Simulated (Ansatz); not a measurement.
TaSi₂:
```yaml
crystal:
  lattice:
    - [4.77987, 0.00000, 0.00000]
    - [-2.38994, 4.13949, 0.00000]
    - [0.00000, 0.00000, 6.55386]
  atoms:
    - { symbol: Ta, position: [0.00000, 0.50000, 0.16667] }
    - { symbol: Ta, position: [0.50000, 0.00000, 0.50000] }
    - { symbol: Ta, position: [0.50000, 0.50000, 0.83333] }
    - { symbol: Si, position: [0.84182, 0.68363, 0.50000] }
    - { symbol: Si, position: [0.15818, 0.84182, 0.83333] }
    - { symbol: Si, position: [0.31637, 0.15818, 0.16667] }
    - { symbol: Si, position: [0.15818, 0.31637, 0.50000] }
    - { symbol: Si, position: [0.84182, 0.15818, 0.83333] }
    - { symbol: Si, position: [0.68363, 0.84182, 0.16667] }
```

Relaxed with r²SCAN.

### Question
Which orbitals make up the states near the Fermi level in DFT-r²SCAN in the program Ansatz with PAW potentials?

### Answer
Within 0.5 eV of the Fermi level: Ta 5d 68 %, Si 3p 22 %, outside the projected shells 5 %. Projections are on Löwdin-orthogonalised atomic valence shells; empty p or d shells of many metals are not among them.

### Question
Tabulate the density of states.

### Answer
States/eV per cell of 9 atoms, in 0.25 eV bins, energy from the Fermi level.

```tsv
E (eV)	total	Ta 5d	Si 3p	Si 3s
-7.85	1.45	0.30	0.46	0.57
-7.60	2.89	0.57	0.93	1.17
-7.35	2.43	0.51	0.80	0.94
-7.10	1.84	0.41	0.63	0.66
-6.85	1.53	0.33	0.67	0.40
-6.60	1.62	0.35	0.82	0.31
-6.35	2.39	0.51	1.38	0.29
-6.10	3.97	0.89	2.42	0.37
-5.85	2.73	0.68	1.49	0.38
-5.60	4.60	1.06	2.80	0.45
-5.35	2.11	0.52	1.14	0.29
-5.10	3.16	0.82	1.74	0.35
-4.85	3.32	0.93	1.81	0.33
-4.60	3.50	1.04	1.81	0.36
-4.35	2.71	0.82	1.35	0.32
-4.10	3.04	0.95	1.51	0.36
-3.85	3.44	1.08	1.71	0.45
-3.60	3.88	1.29	1.89	0.46
-3.35	4.33	1.61	2.08	0.40
-3.10	6.13	2.47	2.91	0.43
-2.85	8.01	3.40	3.91	0.35
-2.60	8.71	3.94	4.11	0.29
-2.35	11.25	5.81	4.73	0.27
-2.10	7.35	3.88	2.98	0.19
-1.85	5.10	2.72	1.91	0.24
-1.60	3.70	2.17	1.19	0.17
-1.35	3.30	2.06	0.95	0.15
-1.10	2.41	1.56	0.65	0.10
-0.85	1.82	1.19	0.48	0.07
-0.60	1.57	1.04	0.40	0.06
-0.35	1.87	1.26	0.46	0.07
-0.10	2.97	2.03	0.71	0.08
0.15	2.90	2.00	0.62	0.10
0.40	1.79	1.25	0.35	0.08
0.65	1.83	1.29	0.33	0.08
0.90	2.00	1.37	0.34	0.12
1.15	2.18	1.40	0.39	0.20
1.40	3.12	1.34	0.95	0.57
1.65	2.73	1.09	0.83	0.55
1.90	3.79	1.53	1.20	0.54
2.15	4.84	2.05	1.56	0.64
2.40	5.85	2.81	1.60	0.68
2.65	5.36	2.42	1.45	0.56
2.90	6.60	2.83	1.70	0.82
3.15	6.16	2.51	1.58	0.77
3.40	5.74	2.16	1.51	0.62
3.65	5.38	2.14	1.38	0.62
3.90	6.71	2.82	1.74	0.71
4.15	7.19	3.14	1.73	0.88
4.40	7.03	3.11	1.60	0.94
4.65	5.95	2.47	1.44	0.84
```

Space group P6_222. The r²SCAN relaxation kept the symmetry of its start. No spin polarisation was allowed. Scalar-relativistic: spin–orbit coupling is off unless named, which matters more the heavier the elements.

Potentials: the later of the program's two PAW sets.
